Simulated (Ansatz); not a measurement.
ReS₂ in space group Pnnm (No. 58; Re on 2a, S on 4g) at seven volumes, PBE in the plane-wave PAW code Ansatz, shape and atoms relaxed at each. One row is withheld.

```csv
V (Å³/atom),P (GPa)
14.722,14.65
15.208,8.68
15.693,3.98
16.178,0.01
16.664,-3.42
17.149,-6.21
17.634,?
```

**Question.** Fit the shown pressures and predict the withheld one.

**Answer.** P = (3/2)B₀(x^(7/2) − x^(5/2))[1 + (3/4)(B′ − 4)(x − 1)] with x = (V₀/V)^(2/3). Least squares on the six rows gives V₀ = 16.170 Å³/atom, B₀ = 122 GPa, B′ = 5.12. At V = 17.634, x = 0.9439 and P = -8.47 GPa. The run itself gave -8.59 GPa.

A made-up cell: these elements were put on the sites of a structure type; neither database checked (COD, Materials Project) lists it. Whether it is the stable phase at ambient conditions was not checked. The cell was relaxed with PBE under the symmetry of its start; whether a distortion lowers the energy is not shown. No spin polarisation was allowed. Scalar-relativistic: spin–orbit coupling is off unless named, which matters more the heavier the elements.

Potentials: the later of the program's two PAW sets.
